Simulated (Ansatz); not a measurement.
# LuSi2Ru2, a database entry at a rescaled volume

```yaml
crystal:
  lattice:
    - [-2.05183, 2.05183, 4.67197]
    - [2.05183, -2.05183, 4.67197]
    - [2.05183, 2.05183, -4.67197]
  atoms:
    - { symbol: Lu, position: [0.00000, 0.00000, 0.00000] }
    - { symbol: Si, position: [0.37800, 0.37800, 0.00000] }
    - { symbol: Si, position: [0.62200, 0.62200, 0.00000] }
    - { symbol: Ru, position: [0.75000, 0.25000, 0.50000] }
    - { symbol: Ru, position: [0.25000, 0.75000, 0.50000] }
```

Single point in Ansatz 0.2.0 with r2SCAN, no spin polarisation. Cutoff 500 eV, PAW datasets, 9×9×9 Γ-centred k mesh, cold filling (width 0.0303 eV).

(1) Which element gives electrons and which takes them?

(2) What happens at the Fermi level?

(3) Where is the largest force?

(4) Is the cell too large or too small?

(5) Is it stable against the elements?

Origin: a database entry at a rescaled volume. Caveats: atoms or cell far from equilibrium.

Answers

(1) Bader charges in e: Lu +1.75, Si +0.23, Ru -1.11. In the mean Lu gives up most and Ru takes most.

(2) It is a metal, with about 2.8 states/eV a cell as the mean within 0.25 eV of the Fermi level, mostly Ru d (53 %), Lu d (23 %) and Si p (13 %).

(3) The largest is on Si2 (and as large on other atoms): 1.73 eV/Å, components (0.00, 0.00, -1.73). It makes 180° with the line to a nearest neighbour, Si3 at 2.28 Å, pointing away from it.

(4) The pressure is 2.4 GPa (compression positive), so with the atoms held at these fractions the cell would first expand; the forces are large, so a full relaxation may end otherwise. The principal stresses 1.2, 1.2, 4.8 GPa differ, so its shape would change too.

(5) -0.90 eV an atom against the elements' usual phases (free molecules for gases, crystals otherwise, with no correction for O₂ or N₂), so it is bound against them; other compounds may still compete. Relaxing would lower it.
